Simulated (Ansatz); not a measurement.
BiPd (NiAs type)

```
CELL_PARAMETERS angstrom
      4.26711     0.00000     0.00000
     -2.13355     3.69542     0.00000
      0.00000     0.00000     5.74237
ATOMIC_POSITIONS crystal
  Bi 0.33333 0.66667 0.25000
  Bi 0.66667 0.33333 0.75000
  Pd 0.00000 0.00000 0.50000
  Pd 0.00000 0.00000 0.00000
```

The slice is a (0001) plane (indices of the conventional cell) through the point (0.000, 0.000, 0.000) (fractional), spanned by u = [110] and v = [1 -1 0] in vectors of this cell: u (4.27 Å) and v (7.39 Å, at 90° to u). It covers one period; positions are fractions (u, v).

All values below come from r2SCAN (plane waves to 500 eV, PAW, scalar-relativistic; Ansatz, a program for electronic structure). k mesh 13×13×8. Inside the PAW spheres the values are not all-electron values, and peaks at nuclei hang on which shells count as valence. BiPd is run without spin polarisation. BiPd was relaxed with its symmetry unable to fall. Spin-orbit coupling is left out, though Bi is heavy.

**Question.** Predict the map of the electron localisation function (ELF) on the slice.

**Answer.** 
```
|xx@*.       .*@x|
|@@%=...:::...=%@|
|%#=...:---:...=#|
|:.. .:--=--:. ..|
|.    .-===-.    |
|...  .:---:.  ..|
|-:.   .:-:.   .:|
|--:.  .....  .:-|
|==-.    .    .-=|
|=--:. ..:.. .:--|
|--:...=#%#=...:-|
|::...=%@@@%=...:|
|    .*@xxx@*.   |
|    :#@xxx@#:   |
|    .*@xxx@*.   |
|::...=%@@@%=...:|
|--:...=#%#=...:-|
|=--:. ..:.. .:--|
|==-.    .    .-=|
|--:.  .....  .:-|
|-:.   .:-:.   .:|
|...  .:---:.  ..|
|.    .-===-.    |
|:.. .:--=--:. ..|
|%#=...:---:...=#|
|@@%=...:::...=%@|
|xx@*.       .*@x|
|xx@#:       :#@x|
```
Scale: ten equal steps from 0.18 (start of ' ') to 0.55 (end of '@'), in the order ' .:-=+*#%@'. Values: electron localisation function (ELF). The map has 16 points along u (one character each, u = 0 at the left) and 28 along v (v = 0 in the bottom row). Points within 0.5 Å of a nucleus are blanked (x), as the pseudised field means little there.
